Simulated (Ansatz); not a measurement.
InP:
```xyz
6
Lattice="4.1390 0.0000 0.0000 -2.0695 3.5845 0.0000 0.0000 0.0000 9.3516" Properties=species:S:1:pos:R:3 pbc="T T T"
In     2.0718     0.0000     6.2344
In    -1.0359     1.7942     3.1172
In     1.0336     1.7903     0.0000
P      2.0707     0.0000     1.5586
P     -1.0353     1.7933     7.7930
P      1.0342     1.7912     4.6758
```

DFT-r²SCAN in the program Ansatz with PAW potentials gives a gap of 0.41 eV without spin–orbit coupling, maximum on the Γ–M line, 4 % of the way from Γ, minimum at Γ.

**Question.** What happens when spin–orbit coupling is switched on?

**Answer.** The gap decreases by 0.01 eV, to 0.40 eV; maximum on the Γ–M line, 10 % of the way from Γ, minimum at Γ.

Space group P6_222. The start of the workflow was typed in or built on a structure type; neither database checked (COD, Materials Project) lists it. It is not the phase usual at ambient conditions (space group No. 216). The cell was relaxed with r²SCAN under the symmetry of its start; its stability against distortions is not shown here. Point labels and valley counts follow the cell and symmetry of the run, lower than the named group.

Potentials: the earlier of the program's two PAW sets.
